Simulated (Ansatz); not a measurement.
The elements of this relaxed trial crystal are hidden behind letters.

```
lattice vectors (Å)
   4.1236    0.0000    0.0000
   0.0000    8.2546    0.0000
   0.0000    0.0000    5.8374
fractional positions
X 0.0000 0.7422 0.0001
X 0.0000 0.2578 0.0001
X 0.5000 0.5000 0.5010
Z 0.5000 0.0000 0.5002
Q 0.5000 0.7365 0.7608
Q 0.0000 0.0000 0.2190
Q 0.5000 0.2635 0.7608
Q 0.0000 0.5000 0.2580
```

The calculation used DFT PBE, scalar-relativistic, plane waves, PAW in Ansatz 0.2.0. The final run on the 8-atom cell used 420 eV, a Γ-centred 8×4×6 mesh, 0.02 eV smearing and no spin polarisation.

```
Space group                              : Pmm2 (No. 25)
Conventional cell                        : a = 4.124 Å, b = 8.255 Å, c = 5.837 Å
Volume per atom                          : 24.84 Å³
Density                                  : 4.14 g/cm³
Formation energy                         : −0.417 eV/atom
Gap on the 8×4×6 mesh of the 8-atom cell : 1.03 eV
```

Energies are uncorrected and count from the elements' standard states at the same level.

Question: X is a p-block element of period 3, Z is a p-block element of period 5 and Q is a p-block element of period 4. Which elements are they?

Answer: X = Al, Z = In, Q = As, so the formula is Al3InAs4. Density times volume gives a mean mass of 4.14 × 24.84/1.6605 = 61.9 u per atom, and this set has 61.9 u. Around Al on a site of symmetry m lie 4 As at 2.48–2.50 Å; In has 4 As at 2.64–2.65 Å; As on a site of symmetry m has 3 Al at 2.47–2.49 Å and 1 In at 2.65 Å; 3 more sites not described. Other sets within the hints have nearly the same mass, so mass alone doesn't settle it; this one was computed.

Kohn–Sham gaps at this level usually fall short of measured ones. Symmetry constrained the relaxation, so the result can be a saddle point.
